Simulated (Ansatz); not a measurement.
**K: pressure against volume**

K, Im-3m, a = 5.225 Å. Ansatz: PBEsol, PAW, 420 eV, Γ-centred 12×12×12 mesh on 1 atom, Gaussian smearing 0.10 eV; no spin polarisation. Symmetry fixes shape and atoms, so the cell is only scaled; pressure is positive in compression.

| V (Å³/atom) | P (GPa) |
| --- | --- |
| 62.764 | ? |
| 64.904 | 0.39 |
| 67.044 | 0.23 |
| 69.183 | 0.10 |
| 71.323 | -0.02 |
| 73.463 | -0.12 |
| 75.602 | -0.21 |
| 78.455 | -0.31 |

Question: Take V0 = 71.323 Å³/atom, count pressures from its P0 = -0.02 GPa, fit the third-order Birch–Murnaghan form to the other rows, and predict the missing pressure.

Answer: With the Eulerian strain f = ½[(V0/V)^(2/3) − 1] and y = (P − P0)/[3f(1 + 2f)^(5/2)], the form is the line y = B0 + 1.5 B0 (B0′ − 4) f. Rows (f, y): 0.03245, 3.60; 0.02105, 3.57; 0.01026, 3.71; -0.00976, 3.59; -0.01905, 3.66; -0.03078, 3.68. Means f = 0.0006950, y = 3.6350; Σ(Δf)² = 0.003004, ΣΔfΔy = -0.003157; the slope is their ratio. y = 3.636 − 1.051 f GPa, so B0 = 3.6 GPa and B0′ = 4 + 2 × (-1.051)/(3 × 3.636) = 3.81. At V = 62.764, f = 0.04448, y = 3.589 and P = 0.57 GPa. The run gave 0.57 GPa, the same to the digits shown.